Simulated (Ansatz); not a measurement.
# Does relaxation matter for the field gradients of KBr with Be replacing K?

Start: a supercell of KBr (rock salt type, Fm-3m) built from a structure deposited in the COD, with all atoms left at the host's positions.

```cif
data_K26BeBr27
_symmetry_space_group_name_H-M 'Fm-3m'
_symmetry_Int_Tables_number 225
_cell_length_a 19.8000
_cell_length_b 19.8000
_cell_length_c 19.8000
_cell_angle_alpha 90.000
_cell_angle_beta 90.000
_cell_angle_gamma 90.000
loop_
_atom_site_label
_atom_site_type_symbol
_atom_site_symmetry_multiplicity
_atom_site_Wyckoff_symbol
_atom_site_fract_x
_atom_site_fract_y
_atom_site_fract_z
Be Be 4 a 0.0000 0.0000 0.0000
K2 K 48 h 0.1667 0.1667 0.0000
K5 K 32 f 0.3333 0.1667 0.1667
K15 K 24 e 0.5000 0.5000 0.3333
Br28 Br 32 f 0.1667 0.1667 0.1667
Br30 Br 24 e 0.5000 0.5000 0.1667
Br32 Br 48 i 0.5000 0.3333 0.3333
Br41 Br 4 b 0.5000 0.5000 0.5000
```

One atom of each set is listed; the run and its k-mesh use a cell of 54 atoms with edges of 14.00, 14.00, 14.00 Å.

All values are calculated (Ansatz; DFT, PBE, plane waves and PAW, scalar-relativistic, 420 eV cutoff, Γ-centred 2×2×2 k-points, Fermi–Dirac smearing 0.01 eV, cell charge +1), not measured.

The largest force at the start is 1.0 eV/Å. Relaxing the ions at fixed cell moves them by 0.734 Å at most (atom 36, Br) and 0.246 Å rms.

| site | moved (Å) | first shell before | first shell after | V_zz before (10²¹ V/m²) | η before |
| --- | --- | --- | --- | --- | --- |
| Be | 0.000 | 6 Br at 3.30 Å | 6 Br at 2.57 Å | 0.00 | – |
| K2 | 0.053 | 6 Br at 3.30 Å | 6 Br at 3.29–3.34 Å | -0.30 | 0.27 |
| K5 | 0.022 | 6 Br at 3.30 Å | 6 Br at 3.30–3.31 Å | <0.005 | – |
| K15 | 0.015 | 6 Br at 3.30 Å | 5 Br at 3.28–3.30 Å | 0.60 | 0.00 |
| Br28 | 0.022 | 6 K at 3.30 Å | 6 K at 3.29–3.30 Å | 0.44 | 0.00 |
| Br30 | 0.734 | 5 K at 3.30 Å, 1 Be at 3.30 Å | 1 Be at 2.57 Å | 22.9 | 0.00 |
| Br32 | 0.003 | 6 K at 3.30 Å | 6 K at 3.30–3.34 Å | 1.28 | 0.21 |

Task: How do the gradients change?

Result: 

| site | V_zz after | η after | change of V_zz |
| --- | --- | --- | --- |
| Be | 0.00 | – | 0.00 |
| K2 | 1.01 | 0.21 | – |
| K5 | 0.030 | 0.00 | +0.03 |
| K15 | 1.34 | 0.00 | +0.74 |
| Br28 | -0.088 | 0.00 | -0.53 |
| Br30 | 18.26 | 0.00 | -4.64 |
| Br32 | 1.90 | 0.15 | +0.62 |

The largest change of V_zz along a kept axis is on Br30, from 22.9 to 18.26. Small gradients that grow severalfold: K2 (-0.30 to 1.01). In per cent, |V_zz| changes by +126 on K, -20 to +48 on Br (all sites that start above 0.5). V_zz changes sign on Br28 (same axis). On K2 the largest principal value lies along another axis in the second run, so the two V_zz can't be compared directly. Other sites without a gradient aren't listed.

The defect repeats with the cell of 54 atoms, so it feels its images: sites between two images don't show the values beside a lone defect, and zeros or small values of η there can come from the images' arrangement. A uniform background compensates the cell's charge.
Before: With a gap of 0.8 eV on this mesh, small gradients can still move by 0.1 × 10²¹ V/m² or more as the k-mesh gets denser. The neighbours have not yet relaxed around the defect (largest force 1.0 eV/Å), and relaxing can change the values around it severalfold.
After: The relaxation keeps the site symmetry m-3m of the start, so the impurity can't leave its site; a start off the site could end lower.
